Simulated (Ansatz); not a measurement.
# Elastic constants of TiSi: input and output

Theory: DFT HSE06, scalar-relativistic, plane waves, PAW in Ansatz 0.2.0.

Launched with:
```bash
ansatz run input.yaml --threads 4 --pin off --max-ram 12288MiB --backend cpu --events-out ev --progress --plain --runs-dir out
```

Input (bare energies are in eV):
```yaml
crystal:
  lattice:
    - [0.0, 2.8926, 2.8926]
    - [2.8926, 0.0, 2.8926]
    - [2.8926, 2.8926, 0.0]
  atoms:
    - { symbol: Ti, position: [0.0, 0.0, 0.0] }
    - { symbol: Si, position: [0.25, 0.25, 0.25] }
basis:
  ecutwfc: 420
kpoints:
  mp_grid: { grid: [6, 6, 6] }
hamiltonian:
  xc: hse06
scf:
  occupations: { method: fixed }
output:
  forces: true
  stress: true
  eigenvalues: true
  polarization: {}
elastic:
  mode: relaxed_ion
  stencil: two_point
```

From the output:
```
--- Elastic constants: 2 strain directions × 2 members + reference (group order 24) ---
  dense FFT box of the reference and of every strained cell: 30×30×30
  strains applied: 11, 23; error gains: componentwise 1.00 (the most a stress slope's error grows in a printed constant), spectral 1.73 (1 for all six strains in a standard setting)
  C = ∂σ_k/∂η_j (tension-positive GPa; Voigt order 11 22 33 23 13 12):
        54.671     73.136     73.136      0.000      0.000      0.000
        73.136     54.671     73.136      0.000      0.000      0.000
        73.136     73.136     54.671      0.000      0.000      0.000
        -0.000     -0.000     -0.000    -12.999      0.000      0.000
         0.000      0.000     -0.000     -0.000    -12.999      0.000
         0.000     -0.000     -0.000     -0.000      0.000    -12.999
  reference stress σ⁰ (GPa):      0.150      0.150      0.150     -0.000      0.000      0.000
  C* (energy form; C + prestress term) asymmetry max|C*_kj − C*_jk| = 4.263e-14 GPa — a small one proves nothing (zero by symmetry where the batch's group is 432, −43m or m−3m); a large one is finite-difference/SCF noise where every solve ...
  moduli (Voigt/Reuss/Hill, GPa): K = 66.98/66.98/66.98   G = -11.49/-11.18/-11.33   E = -36.03   ν = 0.590
  mechanically stable: NO (min eigenvalue of sym C = -18.47 GPa)
  e, the proper piezoelectric tensor (elastic.mode: relaxed_ion; C/m²; rows x y z; Voigt order 11 22 33 23 13 12):
       0.00000   -0.00000   -0.00000    0.03881    0.00000    0.00000
       0.00000    0.00000   -0.00000   -0.00000    0.03881   -0.00000
       0.00000   -0.00000   -0.00000    0.00000   -0.00000    0.03881
  ±, each entry's uncertainty from the finite density of the strings (C/m²), an estimate: the size of the correction for it that the entry includes:
       0.00000    0.00000    0.00000    0.02518    0.00000    0.00000
       0.00000    0.00000    0.00000    0.00000    0.02518    0.00000
       0.00000    0.00000    0.00000    0.00000    0.00000    0.02518
  the group's symmetry takes up to 7.9e-8 C/m² out of the measured responses: error of the strings' finite density and of the mesh across them, as far as it breaks the symmetry (raise kpoints.mp_grid and any string_points); the largest step ...
  strain η (Voigt 11):  stress-route row diagonal C_11 = 54.67 GPa, energy-path curvature d²(F+E_count+ΔE)/dδ²/Ω₀ = 54.68 GPa
         δ    σ_11 (GPa) F (eV) n_scf n_hpsi n_pw
    -2.000e-3       0.0413       -3134.0283396      42   51643    960   relax 0 steps, max|allowed force component| 5.55e-17 eV/Å
     2.000e-3       0.2600       -3134.0281581      42   51734    960   relax 0 steps, max|allowed force component| 9.71e-17 eV/Å
  strain η (Voigt 23):  stress-route row diagonal C_44 = -13.00 GPa, energy-path curvature d²(F+E_count+ΔE)/dδ²/Ω₀ = -13.01 GPa
         δ    σ_23 (GPa) F (eV) n_scf n_hpsi n_pw
    -2.000e-3       0.0260       -3134.0282877       2    4578    960   relax 3 steps, max|allowed force component| 3.64e-7 eV/Å
     2.000e-3      -0.0260       -3134.0282877       2    4548    960   relax 3 steps, max|allowed force component| 2.57e-7 eV/Å
--- Formal polarisation (Berry phase): one branch of a lattice of values; only differences between neighbouring runs are physical ---
  axis mesh electronic ionic p = total spread (rad) least overlap resolved gap  δp at fixed H ≤   (phases in cycles; p mod 2; gap in eV; gap and δp judge the states as solved, not the mesh's step, its ...
  b1    6×6×6          -0.00000000     1.00000000     1.00000000      1.476631         0.7899        0.6270           4.2e-6
  b2    6×6×6          -0.00000000     1.00000000     1.00000000      1.476631         0.7899        0.6270           4.2e-6
  b3    6×6×6           0.00000000     1.00000000     1.00000000      1.476631         0.7899        0.6270           4.2e-6
  quantum along a1:   0.16902005 e/Å² =   270.799980 µC/cm²
  quantum along a2:   0.16902005 e/Å² =   270.799980 µC/cm²
  quantum along a3:   0.16902005 e/Å² =   270.799980 µC/cm²
  P = (  0.11951523,   0.11951523,   0.11951523) e/Å² = (  191.484502,   191.484502,   191.484502) µC/cm²  (mod the quanta)
```

Time: 34 min on 4 threads of Arm Neoverse V1 (shared host), peak memory 1.7 GiB.

The cell is the ideal cubic zincblende prototype; whether it is the stable structure of this composition wasn't checked.

As the tensor has a negative eigenvalue, the Reuss and Hill moduli of a polycrystal, and E and ν formed from them, have no physical meaning here.